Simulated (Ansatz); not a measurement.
## InSe: a ladder of calculations

Cell of run 1: a COD entry, its atoms then relaxed with PBE in this cell.

Space group P6_3/mmc (No. 194); a = 4.0500, c = 16.9300 Å, γ = 120.00°.

| site | Wyckoff | site symmetry | x | y | z |
| --- | --- | --- | --- | --- | --- |
| In | 4f | 3m. | 0.3333 | 0.6667 | 0.1673 |
| Se | 4f | 3m. | 0.3333 | 0.6667 | 0.5918 |

One atom of each set is listed.

All runs are DFT with Ansatz 0.2.0 (plane waves and PAW, scalar-relativistic unless spin–orbit coupling is named, Γ-centred meshes, Fermi–Dirac smearing where given) in this cell.

Run 1: PBE, atoms relaxed; 420 eV, 13×13×3 k-points, smearing 0.05 eV.
Run 2: r2SCAN, at the relaxed atoms; 500 eV, 13×13×3 k-points, smearing 0.05 eV.
Run 3: PBE with spin–orbit coupling, at the relaxed atoms; 420 eV, 13×13×3 k-points, smearing 0.05 eV.
Run 4: LDA, at the relaxed atoms; 420 eV, 13×13×3 k-points, smearing 0.05 eV.
Run 5: PBEsol, at the relaxed atoms; 420 eV, 13×13×3 k-points, smearing 0.05 eV.

```csv
run,In V_zz (η),Se V_zz (η)
1,-10.80 (0.00),-7.06 (0.00)
2,-11.76 (0.00),-6.94 (0.00)
3,-10.80 (0.00),-7.12 (0.00)
4,-10.37 (0.00),-7.08 (0.00)
5,?,?
```

V_zz in 10²¹ V/m².

Problem. Estimate the row of run 5.

Solution. In: -10.61 (0.00); Se: -7.04 (0.00). It lies nearest to run 1, from whose tensors on these sites it differs by 0.19 at most (largest principal value of the difference, on In). Taken one at a time, the functional (between the two that differ most) moves the tensors on these sites by up to 1.39 (largest principal value of the change, on In), spin–orbit coupling by 0.05 (Se).

In runs 1, 3, 4, 5 the gap is small for the k-mesh or the smearing, and small gradients can still move by 0.1 × 10²¹ V/m² or more. In run 4 the atoms aren't at the calculated equilibrium (largest force 0.30 eV/Å).
